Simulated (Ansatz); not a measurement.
The elements of this relaxed trial crystal are hidden behind letters.

```
lattice vectors (Å)
   3.8941    0.0000    0.0000
   0.0000    3.8941    0.0000
   0.0000    0.0000    5.4818
fractional positions
X 0.5000 0.5000 0.0000
X 0.0000 0.0000 0.5000
Z 0.5000 0.5000 0.5000
Q 0.0000 0.0000 0.0000
```

These are results of DFT PBE, scalar-relativistic, plane waves, PAW in Ansatz 0.2.0, not measurements. Plane waves to 420 eV, a 12×12×8 mesh through Γ for the 4-atom cell and 0.10 eV Gaussian smearing; no spin polarisation.

| Property | Result |
| --- | --- |
| Space group | P4/mmm (No. 123) |
| Conventional cell | a = 3.894 Å, c = 5.482 Å |
| Volume per atom | 20.78 Å³ |
| Density | 4.82 g/cm³ |
| Energy over the elements | −1.24 eV/atom |
| Gap on the 12×12×8 mesh of the 4-atom cell | 0 eV (a metal) |

Energies are uncorrected and count from the elements' standard states at the same level.

Task: X is a d-block element of period 4, Z is a p-block element of period 4 and Q is a p-block element of period 4. Which elements are they?

Result: X = Sc, Z = Ge, Q = Se, so the formula is Sc2GeSe. Density times volume gives a mean mass of 4.82 × 20.78/1.6605 = 60.3 u per atom, and this set has 60.4 u. Sc on its first site is surrounded by 2 Ge at 2.74 Å and 4 Se at 2.75 Å; Ge is surrounded by 6 Sc at 2.74–2.75 Å; Se is surrounded by 6 Sc at 2.74–2.75 Å; 1 more site not described. Swapping Ge and Se gives the same structure, so either order is right.

This cell was reached by moving the atoms of another relaxed cell at random and relaxing again, last within the group found; it had no such test of its own.
